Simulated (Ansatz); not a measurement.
Given:

AlV$_{2}$C:
```xyz
8
Lattice="2.9069 0.0000 0.0000 -1.4535 2.5175 0.0000 0.0000 0.0000 13.1276" Properties=species:S:1:pos:R:3 pbc="T T T"
Al     0.0000     1.6783     3.2819
Al     1.4535     0.8392     9.8457
V      0.0000     1.6783     7.6801
V      1.4535     0.8392     5.4474
V      1.4535     0.8392     1.1163
V      0.0000     1.6783    12.0112
C      0.0000     0.0000     0.0000
C      0.0000     0.0000     6.5638
```

This is the PBE-relaxed structure.

Q: All from PBE (plane waves, PAW; program Ansatz), unless another level is named. Give the electronic character.

A: metallic (no gap).

Q: Next, the density of states at the Fermi level?

A: 0.64 states/eV per atom (mean over ±0.08 eV).

Q: Predict the formation energy from the elements (no fitted shifts).

A: -0.53 eV/atom.

Space group P6_3/mmc. The PBE relaxation kept the symmetry of its start. No spin polarisation was allowed. The references are the lowest solids computed at this level, not always the standard phases.

Potentials: the earlier of the program's two PAW sets.
